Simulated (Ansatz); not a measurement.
LaBi, relaxed from a wurtzite start to space group P6_3/mmc (read at 0.02 Å): a workflow

The computed numbers are results of PBEsol, scalar-relativistic (no spin polarisation) in the plane-wave PAW code Ansatz at 420 eV, 8×8×4 k-mesh, Gaussian smearing of 0.05 eV; PAW files: Ansatz's generated set soft_2.

This is a trial structure: such lanthanide and actinide compounds mostly take the rock-salt structure.

Starting cell:

```
La Bi
1.0
     5.03300    0.00000    0.00000
    -2.51650    4.35871    0.00000
     0.00000    0.00000    8.24290
La Bi
2 2
Cartesian
  2.5165 1.4529 0.0000
  0.0000 2.9058 4.1214
  2.5165 1.4529 5.1535
  0.0000 2.9058 1.0320
```

The runs in order:

```csv
run,level,k-mesh,kind,V (Å³/atom),P (GPa),E − E(final) (meV/atom),gap on the mesh (eV)
1,PBEsol,8×8×4,cell and atoms relaxed,43.65,0.0,0.0,metal
```

The cell is relaxed to zero pressure at this level.

The final structure (symmetry read at 0.01 Å). The structure is hexagonal, space group P6_3/mmc (No. 194). Conventional cell: a = 5.571 Å, b = 5.571 Å, c = 6.496 Å, α = 90.00°, β = 90.00°, γ = 120.00°. Around La (site symmetry -6m2) lie 5 Bi at 3.22 to 3.25 Å. Around Bi (site symmetry -6m2) lie 5 La at 3.22 to 3.25 Å. (Neighbours are counted to 15 % beyond the shortest distance.)

| atom | site | symmetry | x | y | z |
| --- | --- | --- | --- | --- | --- |
| La | 2c | -6m2 | 0.6667 | 0.3333 | 0.7500 |
| Bi | 2d | -6m2 | 0.6667 | 0.3333 | 0.2500 |

At the final geometry the gap, band path included, is zero (metallic). Against the elements' standard states, run alike and uncorrected, the formation energy is -0.76 eV/atom. The runs in the table took roughly 7 core-minutes.

**What lies behind the numbers.**

Formal charges La³⁺, Bi³⁻ balance and leave closed shells on every ion, yet the run finds no gap: the anions' valence bands overlap the cations' empty bands by 0.1 eV on the mesh. Semilocal functionals make gaps too small, by up to about 1 eV in such compounds, so the real crystal may have a narrow gap or be a semimetal.

Spin–orbit coupling, which matters for such heavy elements, is left out.
